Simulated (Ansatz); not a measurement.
ScIn3 (Cu3Au type, space group No. 221) under volume change, r²SCAN (plane waves, PAW; program Ansatz), scaled uniformly.

```json
[
 {"V (Å³/atom)": "20.654", "E − E(relaxed) (meV/atom)": "43.4", "P (GPa)": "7.42"},
 {"V (Å³/atom)": "21.335", "E − E(relaxed) (meV/atom)": "[?]", "P (GPa)": "[?]"},
 {"V (Å³/atom)": "22.016", "E − E(relaxed) (meV/atom)": "[?]", "P (GPa)": "[?]"},
 {"V (Å³/atom)": "22.697", "E − E(relaxed) (meV/atom)": "0.0", "P (GPa)": "0.00"},
 {"V (Å³/atom)": "23.378", "E − E(relaxed) (meV/atom)": "3.9", "P (GPa)": "-1.79"},
 {"V (Å³/atom)": "24.059", "E − E(relaxed) (meV/atom)": "14.8", "P (GPa)": "-3.31"},
 {"V (Å³/atom)": "24.740", "E − E(relaxed) (meV/atom)": "31.7", "P (GPa)": "-4.61"}
]
```

**Question.** Some entries are withheld; supply them.

**Answer.** 
- 22.016, E − E(relaxed) (meV/atom): 4.3
- 22.016, P (GPa): 2.09
- 21.335, E − E(relaxed) (meV/atom): 18.2
- 21.335, P (GPa): 4.53

**Question.** What does a third-order Birch–Murnaghan fit give for V₀, B₀ and B′?

**Answer.** V₀ = 22.70 Å³/atom, B₀ = 64.3 GPa, B′ = 4.3.

Space group Pm-3m (Cu3Au type). The workflow started from an entry of the Crystallography Open Database (COD). Whether it is the stable phase at ambient conditions was not checked. Symmetry was held in the r²SCAN relaxation; its stability against distortions is not shown here. No spin polarisation was allowed.

Potentials: the later of the program's two PAW sets.
